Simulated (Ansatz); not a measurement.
The elements of this relaxed trial crystal are hidden behind letters.

```
lattice vectors (Å)
   3.3371    0.0000    0.0000
  -1.6685    2.8900    0.0000
   0.0000    0.0000   11.2227
fractional positions
X 0.6667 0.3333 0.0000
X 0.0000 0.0000 0.7933
X 0.0000 0.0000 0.2067
X 0.6667 0.3333 0.3908
X 0.6667 0.3333 0.6092
Z 0.0000 0.0000 0.0000
```

All numbers below come from DFT PBE, scalar-relativistic, plane waves, PAW (Ansatz 0.2.0). The final run on the 6-atom cell used 420 eV, a Γ-centred 12×12×4 mesh, 0.10 eV smearing and no spin polarisation.

| Quantity | Value |
| --- | --- |
| Space group | P-6m2 (No. 187) |
| Conventional cell | a = 3.337 Å, c = 11.223 Å |
| Volume per atom | 18.04 Å³ |
| Density | 7.34 g/cm³ |
| Energy over the elements | +0.12 eV/atom |
| Gap on the 12×12×4 mesh of the 6-atom cell | 0 eV (a metal) |

Energies are uncorrected and count from the elements' standard states at the same level.

Q: X is a d-block element of period 5 and Z is a p-block element of period 2. Which elements are they?

A: X = Nb, Z = N, so the formula is Nb5N. Density times volume gives a mean mass of 7.34 × 18.04/1.6605 = 79.7 u per atom, and this set has 79.8 u. Among the elements that the hints allow, noble gases aside, only these give it. Nb on a site of symmetry -6m2 has 3 N at 1.93 Å, 6 Nb at 3.02 Å and 6 Nb at 3.34 Å; around Nb on a site of symmetry 3m lie 1 N at 2.32 Å, 3 Nb at 2.83 Å, 3 Nb at 3.02 Å and 6 Nb at 3.34 Å; N is surrounded by 3 Nb at 1.93 Å and 2 Nb at 2.32 Å; 1 more site not described.

Symmetry constrained the relaxation, so the result can be a saddle point.
